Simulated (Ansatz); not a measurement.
Crystals of one structure type (rock salt) and one family of elements, relaxed and computed with PBE (plane waves, PAW; program Ansatz).

```json
[
 {"crystal": "LiF", "V (Å³/atom)": "8.41", "K_Hill (GPa)": "67.4"},
 {"crystal": "NaF", "V (Å³/atom)": "12.99", "K_Hill (GPa)": "44.8"},
 {"crystal": "LiCl", "V (Å³/atom)": "17.08", "K_Hill (GPa)": "?"},
 {"crystal": "KF", "V (Å³/atom)": "19.91", "K_Hill (GPa)": "29.0"},
 {"crystal": "LiBr", "V (Å³/atom)": "20.92", "K_Hill (GPa)": "25.8"},
 {"crystal": "RbBr", "V (Å³/atom)": "43.20", "K_Hill (GPa)": "11.9"},
 {"crystal": "KI", "V (Å³/atom)": "46.31", "K_Hill (GPa)": "10.6"}
]
```

### Question
Fit a straight line to ln K against ln V and predict the withheld value.

### Answer
Least squares on the 6 shown rows: ln K = -1.09 × ln V + (6.574), with a scatter of 3 %. For LiCl this gives 32.5. The run itself gave 31.8, within the scatter.

All cells were relaxed under the symmetry of their starts (and spin orders); stability against distortions was not tested throughout. Scalar-relativistic: spin–orbit coupling is off unless named, which matters more the heavier the elements.

Potentials: the later of the program's two PAW sets.
